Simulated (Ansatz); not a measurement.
# Computed properties of Fe$_{2}$As

Fe$_{2}$As:
```cif
data_As2Fe4
_chemical_formula_sum 'Fe4 As2'
_space_group_name_H-M_alt 'P 1'
_space_group_IT_number 1
_cell_length_a 3.81572
_cell_length_b 3.81572
_cell_length_c 5.77970
_cell_angle_alpha 90.000
_cell_angle_beta 90.000
_cell_angle_gamma 90.000
loop_
_space_group_symop_operation_xyz
  'x, y, z'
loop_
_atom_site_label
_atom_site_type_symbol
_atom_site_fract_x
_atom_site_fract_y
_atom_site_fract_z
_atom_site_occupancy
Fe1 Fe 0.00000 0.00000 0.00000 1
Fe2 Fe 0.50000 0.50000 0.00000 1
Fe3 Fe 0.00000 0.50000 0.27879 1
Fe4 Fe 0.50000 0.00000 0.72121 1
As1 As 0.00000 0.50000 0.71670 1
As2 As 0.50000 0.00000 0.28330 1
```
The run is spin-polarised; directions of the spins, atom by atom: ↑ ↑ ↑ ↑ 0 0.

Space group P4/nmm (No. 129); conventional cell a = 3.8157 Å, b = 3.8157 Å, c = 5.7797 Å, α = 90.00°, β = 90.00°, γ = 90.00°.

Method: plane-wave PAW r²SCAN (Ansatz code). Geometry: relaxed at this level of theory. Other levels are named where they apply.

### Cell and energy

```
Property              Value
---------------  ----------
Volume per atom    14.03 Å³
Density          7.36 g/cm³
```

### Electronic structure

```
Quantity                                                                    Result
------------------------------------  --------------------------------------------
Electronic character                                             metallic (no gap)
Density of states at the Fermi level  0.57 states/eV per atom (mean over ±0.08 eV)
```

### Magnetism

```
Quantity                   Value
--------------  ----------------
Magnetic order     ferromagnetic
Net moment      1.84 μB per atom
```

The workflow started from an entry of the Crystallography Open Database (COD). Its standing as an ambient phase is unchecked. The cell was relaxed with r²SCAN under the symmetry of its start; its stability against distortions is not shown here. Magnetic state: ferromagnetic, the only order run, not a proven ground state. Other orbital occupations within this spin state were not tried. For itinerant 3d metals, meta-GGAs of the SCAN family and hybrids are commonly reported to give too large moments. Spin–orbit coupling is left out wherever it is not named.

Potentials: the later of the program's two PAW sets.
